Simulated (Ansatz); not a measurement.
The relaxed structure here is a generated cell of YF3: the first start was made by a random draw of sites in a space group, and the end was not matched to a known phase here, so it may be hypothetical.

One stationary structure of YF₃. Level of theory: PBEsol (plane waves to 420 eV, PAW, scalar-relativistic; Ansatz, an electronic-structure program).

```xyz
4
Lattice="3.9209 0.0000 0.0000 -1.9605 3.3956 0.0000 0.0000 0.0000 4.3293" Properties=species:S:1:pos:R:3 pbc="T T T"
F      1.9605     1.1319     0.4616
F      0.0000     2.2637     3.8676
F      0.0000     0.0000     2.1646
Y      0.0000     0.0000     0.0000
```

**Question.** Find the space group and the Wyckoff positions (tolerance 0.01 Å).

**Answer.** Space group P-3m1 (No. 164); a = 3.9209 Å, b = 3.9209 Å, c = 4.3293 Å, α = 90.00°, β = 90.00°, γ = 120.00°

```csv
atom,site,symmetry,x,y,z
F,2d,3m.,0.6667,0.3333,0.1066
F,1b,-3m.,0.0000,0.0000,0.5000
Y,1a,-3m.,0.0000,0.0000,0.0000
```

**Question.** Give the shortest distances between elements (the closest pairs, up to four, under 3.6 Å).

**Answer.** F–Y 2.16 Å; F–F 2.44 Å.

```json
{
  "volume_per_atom": "14.41 Å³",
  "density": "4.20 g/cm³",
  "band_gap": "7.71 eV, direct within 0.03 eV (at M) (no spin-orbit coupling)",
  "smallest_direct_gap": "7.73 eV at M"
}
```

No spin polarisation in the result.

It was reached from a disturbed copy of a Fmm2 (No. 42) cell, against which it lies -0.208 eV/atom.
